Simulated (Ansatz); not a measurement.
# Profile along the V–O line in VO2 (rutile)

VO2 (rutile)

```xyz
6
Lattice="4.5362 0.0000 0.0000 0.0000 4.5362 0.0000 0.0000 0.0000 2.8023" Properties=species:S:1:pos:R:3 pbc="T T T"
V      0.0000     0.0000     0.0000
V      2.2681     2.2681     1.4012
O      1.3563     1.3563     0.0000
O      3.6244     0.9118     1.4012
O      0.9118     3.6244     1.4012
O      3.1800     3.1800     0.0000
```

Fields along a shortest V–O line of a (-1 1 0) plane (1.90 Å), from V to O, interpolated on the slice's grid (step about 0.2 Å). Method: PBEsol (plane waves to 420 eV, PAW, scalar-relativistic; Ansatz, a quantum-chemistry and plane-wave program). k mesh 10×10×17. Inside the PAW spheres the values are not all-electron values, and peaks at nuclei hang on which shells count as valence. Relaxed VO2 ends ferromagnetic. This is a high-temperature form of VO2. VO2 is run spin-polarised and with no Hubbard U. VO2 was relaxed with its symmetry unable to fall. Other magnetic orders were not checked, so this need not be the ground state.

```csv
distance from V (Å),valence electron density (e/Å³),"spin density, up minus down (e/Å³)",electron localisation function,ELF of the up spins,ELF of the down spins
0.00,16.57,1.40,x,x,x
0.10,16.01,1.33,x,x,x
0.19,14.39,1.13,x,x,x
0.29,11.97,0.87,x,x,x
0.38,9.18,0.59,x,x,x
0.47,6.46,0.34,0.74,0.68,0.79
0.57,4.13,0.15,0.65,0.57,0.73
0.67,2.42,0.04,0.48,0.41,0.56
0.76,1.40,0.01,0.29,0.24,0.35
0.85,0.93,0.00,0.18,0.16,0.21
0.95,0.80,0.01,0.20,0.19,0.22
1.04,0.87,0.01,0.39,0.37,0.41
1.14,1.13,0.00,0.63,0.61,0.64
1.23,1.60,0.00,0.78,0.78,0.79
1.33,2.36,-0.01,0.82,0.82,0.82
1.42,3.44,-0.02,0.79,0.79,0.78
1.52,4.74,-0.03,x,x,x
1.61,5.99,-0.05,x,x,x
1.71,6.93,-0.06,x,x,x
1.80,7.48,-0.07,x,x,x
1.90,7.53,-0.07,x,x,x
```

x: too close to a nucleus for the ELF to mean much.

Density on the V–O line (1.90 Å) at its midpoint: 0.80 e/Å³. ELF at that point: 0.20.
